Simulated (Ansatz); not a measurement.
# MgSb2P2O10: Sb-123 nuclear quadrupole resonance

Cell: a computed structure from the Materials Project (it need not be an observed phase), taken as it stands.

```
Mg Sb P O
1.0
     5.49451    0.00000    0.00000
    -0.40053    5.50640    0.00000
    -2.43468   -2.42205    7.10122
Mg Sb P O
1 2 2 10
Direct
  0.74619 0.39603 0.70598
  0.00928 0.98926 0.49850
  0.02330 0.03651 0.04259
  0.31422 0.60590 0.72566
  0.66562 0.39333 0.26792
  0.60126 0.68375 0.85480
  0.31539 0.31582 0.60972
  0.37463 0.30250 0.15823
  0.70603 0.68634 0.36861
  0.08243 0.92185 0.26941
  0.90643 0.08796 0.71526
  0.26494 0.76747 0.58736
  0.10924 0.61808 0.81953
  0.75762 0.26582 0.42792
  0.82342 0.32940 0.13369
```

Atom numbers follow the list; atoms alike are taken as one site, whose name carries the number of the first.

All values are calculated (Ansatz; DFT, r2SCAN, plane waves and PAW, scalar-relativistic, 500 eV cutoff, Γ-centred 6×6×5 k-points, Fermi–Dirac smearing 0.05 eV), not measured.

Sb-123: I = 7/2, Q = -692.0 mb (year-2017 value). Static lattice, zero field.

(1) Predict the zero-field Sb-123 lines of each site.

(2) And for Sb-121 (I = 5/2, Q = -543.0 mb) on Sb2?

Answers

(1) For I = 7/2 and η = 0 the lines are |C_Q|/14 times 1, 2 and 3; η shifts the lowest up most.

| site | atoms | V_zz (10²¹ V/m²) | C_Q (MHz) | η | line frequencies (MHz) |
| --- | --- | --- | --- | --- | --- |
| Sb2 | 2 | -31.6 | 528 | 0.25 | 45.2, 73.3, 112.5 |
| Sb3 | 3 | -24.5 | 409 | 0.07 | 29.7, 58.3, 87.6 |

(2) C_Q scales with Q to 415 MHz, with lines at 66.2, 122.9 MHz.

At this cell the principal stresses reach 6 GPa in size with r2SCAN, which can matter for small gradients. The largest force is 0.7 eV/Å, so the atoms aren't at the calculated equilibrium and relaxing them would move these values. Without spin–orbit coupling (the program notes it for Sb) the gradients are little affected as a rule: paired runs on crystals with a gap mostly move them by under 2 % at such atoms. With these PAW files V_zz is typically within 2 to 3 % of all-electron values, but misses above 10 % occur on Sb.

The run took 9.8 min of wall time (9.8 min of CPU time) and 1.7 GiB at its peak, on 1 thread of Intel Xeon Processor @ 2.50GHz (Skylake/Cascade Lake) (x86_64; 62 cores open to the job, memory cap 3.0 GiB, no GPU), a shared host with a load of 0.9 a core.
